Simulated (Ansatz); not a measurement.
CuZrSe2 in space group P-3m1 (No. 164; Se on 2d, Zr on 1a, Cu on 1b) at seven volumes, PBE+D3(BJ) (plane waves, PAW; program Ansatz), shape and atoms relaxed at each. One row is withheld.

```
V (Å³/atom)  P (GPa)
-----------  -------
16.851         11.86
17.407             ?
17.962          3.29
18.518          0.00
19.073         -2.76
19.629         -5.06
20.184         -6.98
```

Q: Fit the shown pressures and predict the withheld one.

A: P = (3/2)B₀(x^(7/2) − x^(5/2))[1 + (3/4)(B′ − 4)(x − 1)] with x = (V₀/V)^(2/3). Least squares on the six rows gives V₀ = 18.518 Å³/atom, B₀ = 99.9 GPa, B′ = 4.86. At V = 17.407, x = 1.0421 and P = 7.19 GPa. The run itself gave 7.20 GPa.

A made-up cell: these elements were put on the sites of a structure type; neither database checked (COD, Materials Project) lists it. Its standing as an ambient phase is unchecked. The cell was relaxed with PBE+D3(BJ) under the symmetry of its start; of distortions, only those at the zone centre were tested. The run is not spin-polarised.

Potentials: the later of the program's two PAW sets.
